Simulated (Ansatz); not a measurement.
The elements of this relaxed trial crystal are hidden behind letters.

```
lattice vectors (Å)
   5.3479    0.0000    0.0000
   0.0000    5.3479    0.0000
   0.0000    0.0000    5.3479
fractional positions
X 0.0000 0.5000 0.5000
X 0.5000 0.0000 0.5000
X 0.5000 0.5000 0.0000
X 0.0000 0.0000 0.0000
Z 0.5000 0.5000 0.5000
```

These are results of DFT PBE, scalar-relativistic, plane waves, PAW (Ansatz 0.2.0), not measurements. Settings of the last relaxation (5-atom cell): 420 eV, 8×8×8 k points, Gaussian smearing of 0.10 eV, no spin polarisation.

| Quantity | Value |
| --- | --- |
| Space group | Pm-3m (No. 221) |
| Conventional cell | a = 5.348 Å |
| Volume per atom | 30.59 Å³ |
| Density | 8.75 g/cm³ |
| Energy over the elements | −0.07 eV/atom |
| Gap on the 8×8×8 mesh of the 5-atom cell | 0 eV (a metal) |

Energies are uncorrected and count from the elements' standard states at the same level.

Question: X is a lanthanide and Z is a d-block element of period 5. Which elements are they?

Answer: X = Lu, Z = Pd, so the formula is Lu4Pd. Density times volume gives a mean mass of 8.75 × 30.59/1.6605 = 161.2 u per atom, and this set has 161.3 u. Among the elements that the hints allow, noble gases aside, only these give it. Around Lu on a site of symmetry 4/mmm lie 2 Pd at 2.67 Å and 12 Lu at 3.78 Å; Lu on a site of symmetry m-3m is surrounded by 12 Lu at 3.78 Å; Pd has 6 Lu at 2.67 Å.

Symmetry constrained the relaxation, so the result can be a saddle point.
